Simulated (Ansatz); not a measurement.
LaB$_{6}$:
```
CELL_PARAMETERS angstrom
      4.15486     0.00000     0.00000
      0.00000     4.15486     0.00000
      0.00000     0.00000     4.15486
ATOMIC_POSITIONS crystal
  La 0.00000 0.00000 0.00000
  B  0.80017 0.50000 0.50000
  B  0.19983 0.50000 0.50000
  B  0.50000 0.80017 0.50000
  B  0.50000 0.19983 0.50000
  B  0.50000 0.50000 0.80017
  B  0.50000 0.50000 0.19983
```

Relaxed with PBE. Special points in fractions of this cell's reciprocal vectors: Γ (0.000, 0.000, 0.000); X (0.000, 0.500, 0.000); M (0.500, 0.500, 0.000); R (0.500, 0.500, 0.500).

Task: List the band energies nearest the Fermi level at these points for DFT-PBE in the program Ansatz with PAW potentials.

Result: In eV from the Fermi level; about four levels below and three above (degenerate sets whole), none deeper than 8.9 eV; points with the same levels are listed once.

```
k                                below                above
-  -----------------------------------  -------------------
Γ        -6.96 -6.96 -1.86 -1.86 -1.86       0.19 0.19 0.19
X        -3.45 -3.45 -3.19 -2.47 -1.49       1.41 1.57 1.57
M              -4.44 -4.44 -2.89 -2.89       0.99 0.99 1.87
R  -4.71 -4.71 -4.71 -2.40 -2.40 -2.40  1.41 1.69 1.69 1.69
```

Space group Pm-3m. The cell was relaxed with PBE under the symmetry of its start. Spin–orbit coupling is left out wherever it is not named.

Potentials: the later of the program's two PAW sets.
